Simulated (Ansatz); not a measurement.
InPt$_{3}$ (Cu3Au type, Pm-3m), LDA in the plane-wave PAW code Ansatz, all energies at zero smearing, with the estimated change up to a 700 eV cutoff added, with one set of potentials and settings (totals compare only within such a set). Cell of 4 atoms (1 In, 3 Pt): -42193.659 eV.

```csv
element,reference phase,E (eV/atom)
In,"I4/mmm, 1 atoms in the cell",-5457.1653
Pt,"Fm-3m, 1 atoms in the cell",-12244.9860
```

Formation energy per atom, worked out: (-42193.659 − 1×(-5457.1653) − 3×(-12244.9860))/4 = -0.384 eV/atom (-37 kJ per mol of atoms), at 0 K, without zero-point energy or fitted corrections.

The workflow started from a Materials Project entry (that database holds measured and hypothetical structures alike); the Crystallography Open Database files this formula in space group No. 221, but the cells were not matched. Its standing as an ambient phase is unchecked. Symmetry was held in the LDA relaxation; of distortions, only those at the zone centre were tested. The run is not spin-polarised. The references are the lowest solids computed at this level, not always the standard phases. Scalar-relativistic: spin–orbit coupling is off unless named, which matters more the heavier the elements.

Potentials: the later of the program's two PAW sets.
